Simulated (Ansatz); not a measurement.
Ti:
```
CELL_PARAMETERS angstrom
      4.51424     0.00000     0.00000
     -2.25712     3.90945     0.00000
      0.00000     0.00000     2.79897
ATOMIC_POSITIONS crystal
  Ti 0.00000 0.00000 0.00000
  Ti 0.33333 0.66667 0.50000
  Ti 0.66667 0.33333 0.50000
```

Relaxed with PBEsol. Special points in fractions of this cell's reciprocal vectors: Γ (0.000, 0.000, 0.000); M (0.500, 0.000, 0.000); K (0.333, 0.333, 0.000); A (0.000, 0.000, 0.500); L (0.500, 0.000, 0.500); H (0.333, 0.333, 0.500).

### Question
List the band energies nearest the Fermi level at these points for DFT-PBEsol in the program Ansatz with PAW potentials.

### Answer
In eV from the Fermi level; about four levels below and three above (degenerate sets whole), none deeper than 8.9 eV; points with the same levels are listed once.

```json
[
 {"k": "Γ", "below": "-0.72 -0.72 -0.62 -0.62 -0.01", "above": "0.71 1.34 1.34"},
 {"k": "M", "below": "-2.72 -0.45 -0.43 -0.37", "above": "0.05 0.56 1.05"},
 {"k": "K", "below": "-3.17 -3.17 -0.32 -0.32 -0.08", "above": "0.10 0.43 0.43"},
 {"k": "A", "below": "-2.22 -2.22 -2.22 -1.73 -1.71 -1.71", "above": "1.09 1.09 1.31 1.31"},
 {"k": "L", "below": "-1.79 -1.24 -0.69 -0.68", "above": "0.35 0.84 1.03"},
 {"k": "H", "below": "-1.47 -1.47 -1.15 -1.15 -1.01", "above": "0.67 0.67 0.80 0.80"}
]
```

Space group P6/mmm. This is a known high-pressure phase of the composition, computed here at zero pressure and temperature. The cell was relaxed with PBEsol under the symmetry of its start; of distortions, only those at the zone centre were tested. No spin polarisation was allowed.

Potentials: the earlier of the program's two PAW sets.
